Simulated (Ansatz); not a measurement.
SrTiO3 (cubic perovskite, Pm-3m) under volume change, PBEsol (plane waves, PAW; program Ansatz), scaled uniformly.

```tsv
V (Å³/atom)	E − E(relaxed) (meV/atom)	P (GPa)
10.725	65.7	21.59
11.079	27.6	13.20
11.432	6.5	6.06
11.786	0.0	0.00
12.139	5.9	-5.16
12.493	22.2	-9.55
12.847	47.5	-13.27
```

**Question.** What does a third-order Birch–Murnaghan fit give for V₀, B₀ and B′?

**Answer.** V₀ = 11.79 Å³/atom, B₀ = 186 GPa, B′ = 4.4.

The cell was relaxed with PBEsol under the symmetry of its start. At this level the phase is dynamically unstable (imaginary phonons). No spin polarisation was allowed.

Potentials: the earlier of the program's two PAW sets. The files were generated under PBE; for other functionals the program regenerates the frozen cores, and for LDA and PBEsol the local potential too.
